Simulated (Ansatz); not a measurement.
SnSe with Te replacing Se: which input changes reach the field gradients?

Cell: a supercell of SnSe (space group Pnma) built from a Materials Project structure (computed, not necessarily an observed phase), with all atoms left at the host's positions.

Space group Pm (No. 6); a = 9.4018, b = 8.2525, c = 11.6645 Å.

```
site  Wyckoff  site symmetry       x       y       z
 Sn1       2c              1  0.1883  0.2500  0.6188
 Sn2       2c              1  0.6883  0.2500  0.6188
 Sn5       1b              m  0.4383  0.5000  0.8812
 Sn6       1b              m  0.9383  0.5000  0.8812
 Sn7       1a              m  0.4383  0.0000  0.8812
 Sn8       1a              m  0.9383  0.0000  0.8812
 Sn9       1b              m  0.3117  0.5000  0.3812
Sn10       1b              m  0.8117  0.5000  0.3812
Sn11       1a              m  0.3117  0.0000  0.3812
Sn12       1a              m  0.8117  0.0000  0.3812
Sn13       2c              1  0.0617  0.2500  0.1188
Sn14       2c              1  0.5617  0.2500  0.1188
  Te       1b              m  0.2546  0.5000  0.1486
Se18       1b              m  0.7546  0.5000  0.1486
Se19       1a              m  0.2546  0.0000  0.1486
Se20       1a              m  0.7546  0.0000  0.1486
Se21       1b              m  0.4954  0.5000  0.6486
Se22       1b              m  0.9954  0.5000  0.6486
Se23       1a              m  0.4954  0.0000  0.6486
Se24       1a              m  0.9954  0.0000  0.6486
Se25       2c              1  0.0046  0.2500  0.3514
Se26       2c              1  0.5046  0.2500  0.3514
Se29       2c              1  0.2454  0.2500  0.8514
Se30       2c              1  0.7454  0.2500  0.8514
```

One atom of each set is listed; the run and its k-mesh use a cell of 32 atoms with edges of 11.66, 8.25, 9.40 Å.

Reference run. The numbers come from a DFT calculation in Ansatz (PBE, plane waves and PAW, scalar-relativistic, 420 eV cutoff, Γ-centred 2×3×2 k-points, Fermi–Dirac smearing 0.01 eV).

It gives V_zz (10²¹ V/m²) Te -12.36 (η 0.06), Sn9 -13.44 (η 0.00), Se19 -8.52 (η 0.05), among others. Each of these runs changes the input as listed (caps on SCF iterations aside):

A. basis.ecutrho_ratio: not typed → 9
B. scf.mixing.algorithm: not typed → msr1; scf.mixing.beta: not typed → 0.9; scf.mixing.ndim: not typed → 16; scf.occupations.width: 0.01 → 0.2

(1) Which of these changes matter for the gradients?

Results:

(1) 

```json
{"run": "A", "Te V_zz (η)": "-12.36 (0.06)", "Sn9 V_zz (η)": "-13.44 (0.00)", "Se19 V_zz (η)": "-8.52 (0.05)", "largest change of a gradient tensor, all atoms": "0.01", "note": "converged"}
{"run": "B", "Te V_zz (η)": "-12.19 (0.11)", "Sn9 V_zz (η)": "-13.21 (0.01)", "Se19 V_zz (η)": "-8.55 (0.01)", "largest change of a gradient tensor, all atoms": "0.38", "note": "converged"}
```

Run B moves them most, on Te (V_zz from -12.36 to -12.19).

In run B the shift comes from scf.occupations: the other keys steer the path to self-consistency or leave the density as it is.

On the reference run: The defect repeats with the cell of 32 atoms, so it feels its images: sites between two images don't show the values beside a lone defect, and zeros or small values of η there can come from the images' arrangement. Se and Sn carry a gradient in the pure host already, so the values there aren't the defect's effect alone. Without spin–orbit coupling the gradients at and beside Te can be off by some per cent, at some sites by more. The neighbours have not yet relaxed around the defect (largest force 1.6 eV/Å), so a real crystal will differ.
